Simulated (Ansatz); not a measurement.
Cu Kα1 powder pattern (kinematic, no thermal factors).
| 2θ (°) | relative intensity |
| --- | --- |
| 18.13 | 40 |
| 20.96 | 19 |
| 29.81 | 100 |
| 35.11 | 8 |
| 36.73 | 8 |
| 42.66 | 10 |
| 46.71 | 10 |
| 48.00 | 7 |
| 52.92 | 39 |
| 56.40 | 3 |
| 61.92 | 18 |
| 65.10 | 6 |
| 66.14 | 4 |
| 70.23 | 16 |
| 74.21 | 3 |
| 78.11 | 3 |
| 81.00 | 3 |
| 81.96 | 2 |
| 85.78 | 19 |
| 88.62 | 2 |

The pattern is computed from a structure relaxed with DFT PBE, scalar-relativistic, plane waves, PAW (Ansatz). No spin polarisation. Its elements are As, Ga, O, Rb.

Problem. Give the structure.

Solution. RbGaAsO₄.
Space group F-43m (No. 216). a = 8.470 Å, b = 8.470 Å, c = 8.470 Å, α = 90.00°, β = 90.00°, γ = 90.00°
| atom | site | symmetry | x | y | z |
| --- | --- | --- | --- | --- | --- |
| Rb | 4a | -43m | 0.0000 | 0.0000 | 0.0000 |
| Ga | 4c | -43m | 0.2500 | 0.2500 | 0.2500 |
| As | 4b | -43m | 0.5000 | 0.0000 | 0.0000 |
| O | 16e | .3m | 0.6218 | 0.1218 | 0.8782 |

A pattern alone doesn't exclude other cells with like lines; this is the one computed.

The structure comes from a generated guess; another structure or a mixture of phases may lie lower.
